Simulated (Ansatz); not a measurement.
Two states of BaCrF$_{6}$

```
Ba F Cr
1.0
     3.71784    2.14650    2.41396
    -3.71784    2.14650    2.41396
     0.00000   -4.29299    2.41396
Ba F Cr
1 6 1
Cartesian
  0.0000 0.0000 3.6209
  -2.3683 1.3673 3.4206
  0.0000 -2.7346 3.4206
  2.3683 1.3673 3.4206
  2.3683 -1.3673 3.8213
  -2.3683 -1.3673 3.8213
  0.0000 2.7346 3.8213
  0.0000 0.0000 0.0000
```

Single point in Ansatz 0.2.0 with r2SCAN, with U_eff = 6.44 eV on Cr d (all-electron-ortho-atomic projectors). Cutoff 500 eV, PAW datasets, 5×5×5 Γ-centred k mesh, fermi-dirac filling (width 0.039 eV).

State A: Cr8 up (collinear spin). State B: no moments (no spin polarisation).

**Question.** Which state is lower, and how do they differ?

**Answer.** State A is lower by 258.8 meV an atom at zero smearing.

```tsv
state	free energy (meV/atom)	largest moment in a small sphere (μB)	net moment (μB/cell)	gap on mesh (eV)	pressure (GPa)	largest force (eV/Å)
A	0.0	1.78	2.00	2.06	-3.1	0.89
B	258.8	0.00	0.00	2.52	-3.8	0.67
```

Origin: a database entry at a rescaled volume. Caveats: the state breaks the symmetry of the cell; an odd or shifted mesh can miss the band edges, so this level's true gap may be smaller.
